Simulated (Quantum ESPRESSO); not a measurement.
Field gradients of Ba4SO3 from a PBE PAW density (pw.x of a modified build of Quantum ESPRESSO, JTH datasets) with the all-electron reconstruction of Petrilli and co-workers. The input of pw.x:

```
&CONTROL
  calculation = 'scf'
  prefix = 'x'
  pseudo_dir = './pseudo'
  outdir = './out'
  tprnfor = .true.
/
&SYSTEM
  ibrav = 0
  nat = 8
  ntyp = 3
  ecutwfc = 45
  ecutrho = 180
  occupations = 'fixed'
  nbnd = 36
/
&ELECTRONS
  conv_thr = 1e-11
/
ATOMIC_SPECIES
Ba 137.327 Ba.GGA_PBE-JTH.UPF
S 32.060 S.GGA_PBE-JTH.UPF
O 15.999 O.GGA_PBE-JTH.UPF
CELL_PARAMETERS angstrom
    5.884696919000     0.000000000000     0.000000000000
    0.000000000000     5.884696919000     0.000000000000
    0.000000000000     0.000000000000     5.884696919000
ATOMIC_POSITIONS crystal
Ba     0.000000000000     0.000000000000     0.000000000000
S      0.500000000000     0.000000000000     0.000000000000
Ba     0.000000000000     0.500000000000     0.500000000000
O      0.500000000000     0.500000000000     0.500000000000
Ba     0.500000000000     0.000000000000     0.500000000000
O      0.000000000000     0.000000000000     0.500000000000
Ba     0.500000000000     0.500000000000     0.000000000000
O      0.000000000000     0.500000000000     0.000000000000
K_POINTS automatic
4 4 4 0 0 0
```
The cell was made here from a computed Materials Project entry: one of 4 O replaced by S, cell and atoms relaxed (PBE without dispersion, pw.x of Quantum ESPRESSO, symmetry kept). The parent is BaO in Fm-3m. The swapped cell is a model, not a known phase. Stability against distortions was not tested.

Vzz is the sum of three terms, each taken along its main axis: the smooth valence density, the ions (nucleus and frozen core) with the augmentation charges of all other spheres, and the all-electron minus smooth density in the atom's own sphere. The split hangs on the datasets.  Cores are frozen. Ba had no test against all-electron runs. Spin–orbit coupling is left out, a limit on Ba.

```json
[
 {"site": "Ba1 (atoms 1, 5, 7)", "smooth valence density": "-0.037", "ions and other spheres": "0.031", "own sphere": "(withheld)", "Vzz (a.u.)": "(withheld)"}
]
```

Problem. What belongs in the gaps?

Solution. 
- Ba1 (atoms 1, 5, 7), own sphere: -0.993
- Ba1 (atoms 1, 5, 7), Vzz (a.u.): -0.999
